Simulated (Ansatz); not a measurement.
# WC: from a starting cell to a relaxed one

The start is a generated trial cell of WC in the FeB structure type. The cell and all atomic positions are relaxed at zero pressure with PBEsol (plane waves to 420 eV, PAW, scalar-relativistic; Ansatz, a program for electronic structure). First-step values are on the input's coarse k-mesh.

Ansatz input (later rounds restart from its end on a renewed k-mesh):
Ansatz 0.2 input:
```yaml
crystal:
  lattice:
    - [6.098997, 0, 0]
    - [0, 3.269931, 0]
    - [0, 0, 4.49837]
  atoms:
    - { symbol: W, position: [0.18, 0.25, 0.125] }
    - { symbol: W, position: [0.32, 0.75, 0.625] }
    - { symbol: W, position: [0.82, 0.75, 0.875] }
    - { symbol: W, position: [0.68, 0.25, 0.375] }
    - { symbol: C, position: [0.036, 0.25, 0.61] }
    - { symbol: C, position: [0.464, 0.75, 0.11] }
    - { symbol: C, position: [0.964, 0.75, 0.39] }
    - { symbol: C, position: [0.536, 0.25, 0.89] }
basis: { ecutwfc: 420, ecutrho_ratio: 4, xc_grid: 2, fft_grid_basis: typed }
kpoints: { mp_grid: { grid: [4, 7, 5] } }
hamiltonian:
  xc: pbesol
  dispersion: none
  pseudopotentials: { azcp: { folder: ./paw }, kind: paw }
scf: { occupations: { method: fermi_dirac, width: 0.05 } }
relax: { f_tol: 0.01, max_steps: 100, cell: { stress_tol: 0.02 } }
output: { forces: true, stress: true }
```

What pressure does the first self-consistent step give?

-35 GPa (negative: the cell is under tension).

What is the largest force in the starting geometry, and on which atom (counted from 1)?

About 0.7 eV/Å, on C5, C6, C7, C8 (atoms numbered as listed).

How much energy is released per atom?

0.74 eV/atom.

How does the volume per atom move from start to end?

-4.6 %, from 11.21 to 10.69 Å³/atom.

How do the shortest distances between atoms change?

The closest pairs of elements (up to four, under 3.6 Å), start → end: C–C 1.96 → 2.45 Å; C–W 2.35 → 2.07 Å; W–W 2.91 → 2.86 Å.

Is the relaxed structure metallic? Give its gap.

No gap (metallic).

What does it relax into? Give the structure.


Space group Pnma (No. 62); a = 5.3550 Å, b = 3.9229 Å, c = 4.0727 Å, α = 90.00°, β = 90.00°, γ = 90.00°

```json
[
 {"atom": "W", "site": "4c", "symmetry": ".m.", "x": "0.2917", "y": "0.2500", "z": "0.3947"},
 {"atom": "C", "site": "4c", "symmetry": ".m.", "x": "0.1154", "y": "0.7500", "z": "0.4019"}
]
```

The space group stays Pnma (No. 62) (the run could not lower it), with 8 atoms in the primitive cell. Final values are on a 9×12×12 k-mesh of the relaxed cell. No spin polarisation in the result.

The run could not lose the symmetry of its start; a randomly shaken copy of 8 atoms returns to this structure.

The relaxed structure here is a generated cell of WC: the first start was made by placing the elements on the sites of a structure type, and the end was not matched to a known phase here, so it may be hypothetical. Known forms of WC include space group No. 187.
